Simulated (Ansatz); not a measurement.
Computed with Ansatz 0.2.0, DFT PBE, scalar-relativistic, plane waves, PAW. Settings: cutoff 420 eV, Γ-centred meshes spaced at most about 0.3 Å⁻¹, and about 0.25 Å⁻¹ or finer for metals (2π included), Gaussian smearing. Collinear spin in cells that started with moments and kept them past the coarse steps, no spin elsewhere.

All energies are static (0 K, no zero-point motion).

Compare these two cells of HfMoSe₄, each relaxed at this level.

A. (site moments Hf -0.1; Mo 1.4 μB) Space group F-43m (No. 216), cubic, a = 7.805 Å. Hf is surrounded by 12 Se at 3.24 Å and 4 Mo at 3.38 Å; Mo is surrounded by 12 Se at 3.24 Å and 4 Hf at 3.38 Å; Se has 6 Se at 2.76 Å, 3 Mo at 3.24 Å and 3 Hf at 3.24 Å.

B. (no spin) Space group F-43m (No. 216), cubic, a = 9.746 Å. Around Hf lie 12 Se at 4.01 Å; around Mo lie 4 Se at 2.31 Å; Se is surrounded by 1 Mo at 2.31 Å, 3 Se at 3.12 Å, 3 Se at 3.77 Å and 3 Hf at 4.01 Å.

Question: Which form is favoured at zero pressure, and by what margin per atom?

Answer: B is lower, by 174 meV/atom. A has space group F-43m (No. 216), 19.8 Å³/atom and no gap on its mesh; B has space group F-43m (No. 216), 38.6 Å³/atom and no gap. Counting Se atoms around Hf and Mo (those within 1.25 times the shortest such distance or 1.15 times the sum of covalent radii, 1.27 where that leaves under three; the shortest distance is added where it exceeds 1.18 times the sum of covalent radii), A has Hf 12, Mo 12 from 3.2 Å and B has Hf 12 from 4.0 Å, Mo 4. Their magnetic states differ too. The lower one is the more open, so pressure narrows the difference. Even the lower one lies +0.76 eV/atom against the reference forms of the elements (uncorrected), so neither is stable at this level. Both come from invented guesses. A third cell relaxed alike, in P4/mmm, lies 1.22 eV/atom below the lower of the two.

These runs have no spin–orbit coupling, which can matter for Hf. Another magnetic order may lie lower. Cells relaxed within their symmetry can be saddle points.
